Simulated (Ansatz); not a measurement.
CuCl (zinc blende)

```
CuCl
1.0
    0.00000     2.71202     2.71202
    2.71202     0.00000     2.71202
    2.71202     2.71202     0.00000
Cl Cu
1 1
Cartesian
  4.06803   4.06803   4.06803
  0.00000   0.00000   0.00000
```

The slice is a {110} plane (indices of the conventional cell) through the point (0.000, 0.000, 0.000) (fractional), spanned by u = [100] and v = [1 -1 -1] in vectors of this cell: u (3.84 Å) and v (5.42 Å, at 90° to u). It covers one period; positions are fractions (u, v).

Method: PBE (plane waves to 420 eV, PAW, scalar-relativistic; Ansatz, an electronic-structure program). k mesh 11×11×11. These are valence fields of a PAW run, semicore shells included where kept as valence: close to a nucleus they are smooth pseudo fields. CuCl is run without spin polarisation. CuCl was relaxed with its symmetry unable to fall.

Sketch the valence electron density on this plane as a map.


```
|9999886655444433333333444455668899|
|8888776655443333333333334455667788|
|6666665544443333222233334444556666|
|5555554444333322222222333344445555|
|4444444433332222222222223333444444|
|4444333333332222222222223333333344|
|3333333333222222222222222233333333|
|3333332222222222222222222222223333|
|2222222222222222222222222222222222|
|2222222222223333333333332222222222|
|2222222222333333333333333322222222|
|2222222233334444444444443333222222|
|2222223333444455555555444433332222|
|2222333344445555555555554444333322|
|2233334444555566666666555544443333|
|3333334455556666666666665555443333|
|3333444455666666555566666655444433|
|4444444455666666000066666655444444|
|4444445555666666555566666655554444|
|5555555555666666666666666655555555|
|6666665555556666666666665555556666|
|8888776655555555555555555555667788|
|9999886655555555555555555555668899|
|9999886655444444444444444455668899|
```
Scale: ten equal steps from -3.00 (start of '0') to 1.85 (end of '9'), in the order '0123456789'. Values: log₁₀ of the valence density in e/Å³. The map has 17 points along u (two characters each, u = 0 at the left) and 24 along v (v = 0 in the bottom row). The scale is logarithmic, as a density can span decades between atoms and voids; values under 0.001 e/Å³ are set to 0.001.
